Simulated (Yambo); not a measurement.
G0W0@PBEsol for K2BrCl6F (space group Fm-3m, No. 225) in Yambo. Reference settings: 2×2×2 Γ-centred k mesh, 364 bands and a 7 Ry block in the screening, 364 bands in G with the Bruneval-Gonze terminator, plasmon pole fitted at 27.2 eV. The PBEsol gap L → L on this mesh is 0.90 eV; G0W0 gaps are taken between the same points.

```csv
change from the reference,G0W0 gap L → L (eV),shift of the valence edge (eV)
reference settings,1.57,-0.28
no terminator,1.54,-0.12
166 bands in W,1.63,-0.19
134 bands in G,1.60,-0.24
"134 bands in W, 134 bands in G",___,-0.13
233 bands in G,1.58,-0.27
"233 bands in W, 233 bands in G",1.60,-0.23
```

### Question
Estimate the withheld gaps from the other rows; the computed values follow.

### Answer

- 134 bands in W, 134 bands in G, G0W0 gap L → L (eV): 1.69

The reference isn't shown to be the converged limit.

Spin-orbit coupling is not included.

Geometry of the Materials Project entry, not relaxed at this level; primitive cell a = b = c = 7.159 Å, α = β = γ = 60.00°.

The structure is a Materials Project entry; no match was found in the copy of COD used, and its stability was not checked.

A shift is the quasiparticle energy of the state minus its PBEsol energy.
